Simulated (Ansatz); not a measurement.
Method: r2SCAN, no spin polarisation; PAW, plane waves to 500 eV, 7×7×7 Γ-centred mesh, fermi-dirac occupations (width 0.0212 eV) (Ansatz 0.2.0), atoms fixed.

Computed maps in the lattice plane spanned by a (left to right, 5.83 Å, 18 points from zero) and b (bottom to top, 5.83 Å, 18 points from zero), 90° apart, at height 0.000 along c. The fields are smooth PAW ones with compensation charges, not the true ones near nuclei.

Valence density. Digits on a logarithmic scale: 0 up to 0.03 e/Å³, each further digit a factor of 1.6, 9 from 1.3 e/Å³ up:
```
998643211011234689
986543321112334568
665544332223344556
444444443334444444
333444445555444433
223344566766544332
112345679997644321
011235699999653211
001235799999753210
011235699999653211
112344679997654321
223344566766544332
333444455554444433
444444443334444444
665544332223344556
986543321112334568
998643211011234689
999643210001234699
```

The cell is ZnIn2Sb4. Which atoms lie within 0.2 Å of this plane, and where (fractions of a and b)?

In at (0.50, 0.50), Zn at (0.00, 0.00). The whole cell:
```xyz
7
Lattice="0.0000 5.8346 0.0000 5.8346 0.0000 0.0000 2.9173 2.9173 -5.8327" Properties=species:S:1:pos:R:3 pbc="T T T"
In    2.9173    2.9173    0.0000
In    2.9173    5.8346   -2.9163
Zn    0.0000    0.0000    0.0000
Sb    4.3759    4.3759   -4.3745
Sb    1.4586    4.3759   -1.4582
Sb    7.2932    7.2932   -4.3745
Sb    4.3759    1.4586   -1.4582
```

Origin: a known structure type with other elements, at an estimated volume, so it need not be a known compound. Caveats: atoms or cell far from equilibrium.
